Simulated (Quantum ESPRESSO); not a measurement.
Inputs of pw.x and gipaw.x (a modified build of Quantum ESPRESSO, PBE) for TiO2; the starting potential comes from an earlier run on another mesh:

```
&CONTROL
  calculation = 'scf'
  prefix = 'x'
  pseudo_dir = './pseudo'
  outdir = './out'
  tprnfor = .true.
/
&SYSTEM
  ibrav = 0
  nat = 6
  ntyp = 2
  ecutwfc = 45
  ecutrho = 180
  occupations = 'fixed'
  nbnd = 24
/
&ELECTRONS
  conv_thr = 1e-11
  startingpot = 'file'
/
ATOMIC_SPECIES
Ti 47.867 Ti.GGA_PBE-JTH.UPF
O 15.999 O.GGA_PBE-JTH.UPF
CELL_PARAMETERS angstrom
    4.599840000000     0.000000000000     0.000000000000
    0.000000000000     4.599840000000     0.000000000000
    0.000000000000     0.000000000000     2.959210000000
ATOMIC_POSITIONS crystal
Ti     0.500000000000     0.500000000000     0.000000000000
Ti     0.000000000000     0.000000000000     0.500000000000
O      0.695680000000     0.695680000000     0.500000000000
O      0.304320000000     0.304320000000     0.500000000000
O      0.804320000000     0.195680000000     0.000000000000
O      0.195680000000     0.804320000000     0.000000000000
K_POINTS automatic
6 6 9 1 1 1
```

```
&INPUTGIPAW
  job = 'nmr'
  prefix = 'x'
  tmp_dir = './out/'
  restart_mode = 'from_scratch'
  pawproj(1) = .true.
  pawproj(2) = .true.
  use_nmr_macroscopic_shape = .false.
/
```

The geometry is a computed Materials Project entry, not a measured one. It is TiO2 in P4₂/mnm. Stability against distortions was not tested. The run has no spin polarisation.

What does gipaw.x print for the total shieldings?


```
     f-sum rule (should be   -35.4567):
           -35.4588          0.0000          0.0000
             0.0000        -35.4588          0.0000
             0.0000          0.0000        -35.4567

     Total NMR chemical shifts in ppm: ---------------------------------------
     (adopting the Simpson convention for anisotropy and asymmetry)-----------

     Atom  1  Ti  pos: (  0.500000  0.500000  0.000000)  Total sigma:        -189.25
          -188.2135        -62.7353          0.0000
           -62.7353       -188.2135         -0.0000
             0.0000          0.0000       -191.3323

     Ti      1    anisotropy:     95.66    eta:    0.9348

     Atom  2  Ti  pos: (  0.000000  0.000000  0.321664)  Total sigma:        -189.25
          -188.2135         62.7353          0.0000
            62.7353       -188.2135          0.0000
             0.0000          0.0000       -191.3323

     Ti      2    anisotropy:     95.66    eta:    0.9348

     Atom  3  O   pos: (  0.695680  0.695680  0.321664)  Total sigma:        -396.16
          -399.6054        101.3349         -0.0000
           101.3349       -399.6054         -0.0000
            -0.0000         -0.0000       -389.2744

     O       3    anisotropy:   -157.17    eta:    0.8685

     Atom  4  O   pos: (  0.304320  0.304320  0.321664)  Total sigma:        -396.16
          -399.6054        101.3349          0.0000
           101.3349       -399.6054          0.0000
             0.0000          0.0000       -389.2744

     O       4    anisotropy:   -157.17    eta:    0.8685

     Atom  5  O   pos: (  0.804320  0.195680  0.000000)  Total sigma:        -396.16
          -399.6054       -101.3349         -0.0000
          -101.3349       -399.6054          0.0000
            -0.0000          0.0000       -389.2744

     O       5    anisotropy:   -157.17    eta:    0.8685

     Atom  6  O   pos: (  0.195680  0.804320  0.000000)  Total sigma:        -396.16
          -399.6054       -101.3349         -0.0000
          -101.3349       -399.6054         -0.0000
             0.0000          0.0000       -389.2744

     O       6    anisotropy:   -157.17    eta:    0.8685
```
The printed anisotropy is 3/2 (σ_33 − σ_iso) in the program's own order; the axes are left out here. Anisotropies that symmetry doesn't fix are less certain than the isotropic values. These are absolute shieldings with no macroscopic susceptibility term; δ = σ_ref − σ needs a reference computed alike. By our sweeps, such settings leave a few ppm in absolute σ. Static lattice: thermal averaging is not included.
